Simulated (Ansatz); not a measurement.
Input and command of a plane-wave DFT calculation in Ansatz:

```yaml
crystal:
  lattice:
    - [4.8479198589, 0.0, 0.0]
    - [0.0, 4.8479198589, 0.0]
    - [0.0, 0.0, 4.8479198589]
  atoms:
    - { symbol: Sn, position: [0.0, 0.0, 0.0] }
    - { symbol: Te, position: [0.0, 0.5, 0.5] }
    - { symbol: Te, position: [0.5, 0.0, 0.5] }
    - { symbol: Te, position: [0.5, 0.5, 0.0] }
basis:
  ecutwfc: 420
kpoints:
  mp_grid: { grid: [10, 10, 10] }
hamiltonian:
  xc: pbe
scf:
  occupations: { method: gaussian, width: 0.1 }
output:
  forces: true
  stress: true
  eigenvalues: true
relax:
  adjacent_minimum: "off"
  f_tol: 0.01
  max_steps: 80
  cell: { stress_tol: 0.05 }
```

```bash
ansatz run input.yaml --threads 1 --pin off --max-ram 2560MiB --backend cpu --events-out ev --progress --plain --runs-dir out
```

Processor: Intel(R) Xeon(R) Platinum 8488C (Sapphire Rapids), 1 thread, on a host shared with other jobs.

Estimate time, memory and problem size.

About 46 s on 1 thread of Intel(R) Xeon(R) Platinum 8488C (Sapphire Rapids), on a shared host, peak memory 0.53 GiB. It solves 38 bands at 56 k points (the mesh reduced by the symmetry that the task leaves, which can be less than the crystal's) with about 2301 plane waves (on the last cell), in 22 SCF iterations over 4 ionic steps.
